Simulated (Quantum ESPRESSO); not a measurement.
## Ga2InAlP4 (convergence and cost over cutoff and k mesh)

Simulated, not a measurement. The program is pw.x of Quantum ESPRESSO 7.5 (plane-wave density functional theory). The cell is made up: 8 atoms on a zincblende/diamond lattice, with randomly drawn elements, strain and displacements, not relaxed. PseudoDojo standard norm-conserving files (v0.5 for PBE, v0.4.1 for LDA and PBEsol) set the functional; there is no spin polarisation, spin-orbit coupling or dispersion term, and the masses in the input are unused placeholders.

Input of the run in row 4:

```
&control calculation='scf', pseudo_dir='./dojo.nc.sr.pbe.v0_5.standard.upf', outdir='./o', disk_io='low', tprnfor=.true., tstress=.true. /
&system ibrav=0, nat=8, ntyp=4, nbnd=37, ecutwfc=79.96652505, nosym=.true., tot_charge=0,
 occupations='smearing', smearing='fd', degauss=0.0018374661
/
&electrons conv_thr=7.350e-09, electron_maxstep=60, /
ATOMIC_SPECIES
Al 1.0 Al.upf
Ga 1.0 Ga.upf
In 1.0 In.upf
P 1.0 P.upf
CELL_PARAMETERS angstrom
5.5546 0.0 0.0
0.0 5.5546 0.0
0.0 0.0 5.5546
ATOMIC_POSITIONS angstrom
Ga 0.0839 0.0905 -0.0968
Ga 0.0387 2.7026 2.7503
In 2.7277 -0.0012 2.8128
Al 2.8215 2.6736 -0.0241
P 1.2876 1.3829 1.4786
P 1.5082 4.1727 4.1287
P 4.2722 1.4015 4.0875
P 4.2242 4.2499 1.3558
K_POINTS automatic
4 4 4 1 1 1
```

The same cell was run at these settings. Meshes are shifted by half a step, and differences are from the last row, which is itself not exact.

| cutoff (eV) | k mesh | k points solved | threshold (eV) | free energy less the last row's (eV) | pressure (GPa) | largest stress difference (GPa) | largest force difference (eV/Å) | iterations | wall time (s) | k-point pools | processor |
| --- | --- | --- | --- | --- | --- | --- | --- | --- | --- | --- | --- |
| 762 | 2 x 2 x 2 | 4 | 1e-04 | 3.747 | -22.56 | 27.27 | 0.045 | 7 | 12 | 4 | Intel Xeon, 2023 or later |
| 1088 | 1 x 1 x 1 | 1 | 1e-07 | 8.312 | 10.20 | 5.87 | 0.428 | 11 | 17 | 4 | Intel Xeon, 2023 or later |
| 714 | 4 x 4 x 4 | 32 | 1e-07 | 7.578 | -48.93 | 53.64 | 0.009 | 10 | 37 | 4 | Intel Xeon, 2023 or later |
| 1088 | 4 x 4 x 4 | 32 | 1e-07 | 0.008 | 4.69 | 0.01 | 0.001 | 10 | 66 | 4 | Intel Xeon, 2023 or later |
| 1377 | 6 x 6 x 6 | 108 | 1e-07 | 0.000 | 4.70 | 0.00 | 0.000 | 10 | 327 | 4 | Intel Xeon, 2023 or later |

Each pool is one process. Wall times include start-up and a band step at six k points, which weighs most on the coarsest meshes. The runs were on shared virtual cores whose load varied, so times are rough.